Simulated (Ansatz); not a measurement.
InSb in space group P3_121 (No. 152; In on 3a, Sb on 3b), PBEsol (plane waves, PAW; program Ansatz), all energies at zero smearing, with the estimated change up to a 700 eV cutoff added, with one set of potentials and settings (totals compare only within such a set). Cell of 6 atoms (3 In, 3 Sb): -35800.431 eV.

| element | reference phase | E (eV/atom) |
|---|---|---|
| In | I4/mmm, 1 atoms in the cell | -5525.4106 |
| Sb | R-3m, 2 atoms in the cell | -6408.0873 |

Formation energy per atom, worked out: (-35800.431 − 3×(-5525.4106) − 3×(-6408.0873))/6 = 0.010 eV/atom (1 kJ per mol of atoms), at 0 K, without zero-point energy or fitted corrections.

The start of the workflow was typed in or built on a structure type; neither database checked (COD, Materials Project) lists it. It is not the phase usual at ambient conditions (space group No. 216). Symmetry was held in the PBEsol relaxation; whether a distortion lowers the energy is not shown. The references are the lowest solids computed at this level, not always the standard phases. Spin–orbit coupling is left out wherever it is not named.

Potentials: the later of the program's two PAW sets.
